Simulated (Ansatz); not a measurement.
One crystal and one scan (frozen-phonon scan) at two levels, PBE (plane waves to 420 eV, PAW, scalar-relativistic; Ansatz, a first-principles code) and r2SCAN (plane waves to 500 eV, PAW, scalar-relativistic; Ansatz), each from its own relaxed cell and on its own mesh. The cell shown is that of PBE.

Starting cell, CaO (rock salt):

```
CELL_PARAMETERS angstrom
      0.00000     4.83070     4.83070
      2.41535     2.41535     4.83070
      2.41535     2.41535     0.00000
ATOMIC_POSITIONS crystal
  O  0.00000 0.00000 0.00000
  O  0.50000 0.00000 0.00000
  Ca 0.00000 0.50000 0.50000
  Ca 0.50000 0.50000 0.50000
```

A phonon eigenvector at X = (0.5, 0.5, 0.0) is frozen into this cell: atom i moves by Q times the vector below, so Q is the largest atomic displacement, in Å. The cell is held. (q is in reciprocal vectors of the primitive cell; the cell shown is doubled to hold the pattern.)

```json
[
 {"atom": "O1", "x": "0.000", "y": "0.000", "z": "1.000"},
 {"atom": "O2", "x": "0.000", "y": "0.000", "z": "-1.000"},
 {"atom": "Ca3", "x": "0.000", "y": "0.000", "z": "0.236"},
 {"atom": "Ca4", "x": "0.000", "y": "0.000", "z": "-0.236"}
]
```

CaO was relaxed with its symmetry unable to fall. Percentages come from the unrounded values.

Results of PBE:

- Lattice constant a (Å): 4.831
- Harmonic wavenumber from the curvature (finite differences) (cm⁻¹ (negative: imaginary)): 383
- Shape of the curve: a single well with its minimum at or next to zero displacement

Estimate the r2SCAN values.


```csv
quantity,r2SCAN,PBE − r2SCAN
Lattice constant a (Å),4.795,+0.036 (+0.7 %)
Harmonic wavenumber from the curvature (finite differences) (cm⁻¹ (negative: imaginary)),398,-15 (-3.8 %)
```

PBE gives the higher value for: lattice constant a. PBE gives the lower value for: harmonic wavenumber from the curvature. Both give the same shape of the curve: a single well with its minimum at or next to zero displacement. Neither level is exact: the differences show how much the result hangs on the functional.

(A displaced cell: forces are minus the slopes of the energy, force constants its curvatures, and phonons follow from these.)
